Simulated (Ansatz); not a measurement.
# Eu vacancy in EuZn2P2

Computed with the plane-wave PAW code Ansatz (scalar-relativistic, PAW set soft_2): PBEsol, collinear spin, 420 eV cutoff, k-mesh 3×3×3.

The relaxed host crystal (no gap at this level of theory):

```cif
data_structure
_symmetry_space_group_name_H-M 'P 1'
_symmetry_Int_Tables_number 1
_cell_length_a 4.0194
_cell_length_b 4.0194
_cell_length_c 6.7233
_cell_angle_alpha 90.000
_cell_angle_beta 90.000
_cell_angle_gamma 120.000
_cell_volume 94.06
loop_
_atom_site_label
_atom_site_type_symbol
_atom_site_fract_x
_atom_site_fract_y
_atom_site_fract_z
_atom_site_occupancy
Eu1 Eu 0.00000 0.00000 0.00000 1
P1 P 0.66667 0.33333 0.73496 1
P2 P 0.33333 0.66667 0.26504 1
Zn1 Zn 0.66667 0.33333 0.36420 1
Zn2 Zn 0.33333 0.66667 0.63580 1
```

Supercell of 20 atoms, rows of the matrix [[0,0,-1],[0,-2,0],[-2,0,0]] times the cell vectors; Eu vacancy at (0.000, 0.000, 0.000) in fractions of the cell above. Atoms are relaxed at the host's cell. The cell loses 1 of its 4 Eu, so this is a heavily defective crystal.

Distances from the empty Eu site (Å), by shell of the perfect crystal:

```
shell  perfect crystal  relaxed, charge 0
  6 P             2.93               2.95
```

```csv
charge,moment of the cell (μB),gap of the cell on the mesh (eV)
0,19.22,0.00
```

At charge 0 the unpaired electrons sit on atoms with moments (μB): 3 Eu of 6.51.

Formation energy of the neutral defect: 3.72 eV, taking atoms from and to the elements' standard states (no corrections for gases), so it belongs to those chemical potentials alone.

Caveats: 4f shell without a U, which puts 4f levels too near the Fermi level; open f or d shells may hold a state above the lowest; small supercell, so energies and levels can be off by tenths of an eV; the atoms kept the symmetry of the start, so a distorted state could lie lower.
